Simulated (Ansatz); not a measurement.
TiN (rock salt) is sheared across one {100} plane: the third cell vector gains the shift, so faults repeat every 6.4 Å. The cut lies between planes 2.12 Å apart; the cell height is held.

```yaml
crystal:
  lattice:
    - [3.00303, 0.00000, 0.00000]
    - [0.00000, 3.00303, 0.00000]
    - [1.50151, 1.50151, 6.37038]
  atoms:
    - { symbol: N, position: [0.00000, 0.00000, 0.83333] }
    - { symbol: N, position: [0.33333, 0.33333, 0.16667] }
    - { symbol: N, position: [0.66667, 0.66667, 0.50000] }
    - { symbol: Ti, position: [0.50000, 0.50000, 0.83333] }
    - { symbol: Ti, position: [0.83333, 0.83333, 0.16667] }
    - { symbol: Ti, position: [0.16667, 0.16667, 0.50000] }
```

In-plane vectors a = (3.003, 0.000) Å, b = (0.000, 3.003) Å, area 9.02 Å². The shift is s times the vector a (length 3.003 Å), so s = 1 restores the start. Atoms relax along the normal only. γ = [E(shift) − E(0)] / area.

These are PBE (plane waves to 420 eV, PAW, scalar-relativistic; Ansatz, a first-principles code) values and carry that method's errors. k mesh 13×13×13 (Γ-centred), Fermi-Dirac smearing 0.05 eV. E is the zero-smearing estimate. With partly filled bands, the k mesh leaves noise in γ, roughly 0.02 J/m² as judged from a few cases. Faults lie only 6.4 Å apart, and holding the cell height raises γ above its relaxed value. TiN is run without spin polarisation. TiN was relaxed with its symmetry unable to fall. γ is measured from zero shift.

| s | γ (meV/Å²) |
|---|---|
| 0.000 | 0 |
| 0.083 | ? |
| 0.167 | 55 |
| 0.250 | 106 |
| 0.333 | ? |
| 0.417 | 185 |
| 0.500 | 195 |
| 0.583 | 185 |
| 0.667 | ? |
| 0.750 | 106 |
| 0.833 | 55 |
| 0.917 | ? |

Q: Complete the blanks.

A: 
- 0.083, γ (meV/Å²): 15
- 0.333, γ (meV/Å²): 153
- 0.667, γ (meV/Å²): 153
- 0.917, γ (meV/Å²): 15

(The slope of γ gives the shear force per area between the displaced halves; near zero shift its curvature is an elastic stiffness.)
